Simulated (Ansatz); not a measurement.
Starting cell, TiTe₂ (CdI2 type):

```
TiTe2
1.0
    7.39463     0.00000     0.00000
   -1.84866     3.20197     0.00000
    0.00000     0.00000     6.38398
Ti Te
2 4
Direct
  0.00000   0.00000   0.00000
  0.50000   0.00000   0.00000
  0.16667   0.66667   0.27110
  0.66667   0.66667   0.27110
  0.33333   0.33333   0.72890
  0.83333   0.33333   0.72890
```

In each cell atom 3 (Te, nearest neighbour Ti at 2.748 Å; its periodic images, 3.7 Å or more away, move with it) moves by s·(0.577, 0.577, 0.577) (along Cartesian [111]), the rest being held.

Computed with PBE-D3(BJ) (plane waves to 420 eV, PAW, scalar-relativistic; Ansatz, an electronic-structure program). k mesh 6×12×6 (Γ-centred), Fermi-Dirac smearing 0.05 eV. The energy includes the smearing's −TS. With partly filled bands, energies and forces of such displacements shift with the k mesh and the smearing. Spin-orbit coupling is left out, though Te is heavy. TiTe2 is run without spin polarisation. TiTe2 was relaxed with its symmetry unable to fall. ΔE is measured from the undisplaced structure.

### Question
What ΔE (meV/cell) does the calculation give at s (Å) = -0.550, -0.440, -0.220, -0.110, 0.110, 0.220, 0.440, 0.550?

### Answer
| s (Å) | ΔE (meV/cell) |
|---|---|
| -0.550 | 1345 |
| -0.440 | 817 |
| -0.220 | 183 |
| -0.110 | 43 |
| 0.110 | 39 |
| 0.220 | 149 |
| 0.440 | 541 |
| 0.550 | 808 |

(For displaced atoms, the force is minus the slope of the energy, and its curvature is a force constant, which sets phonon frequencies.)
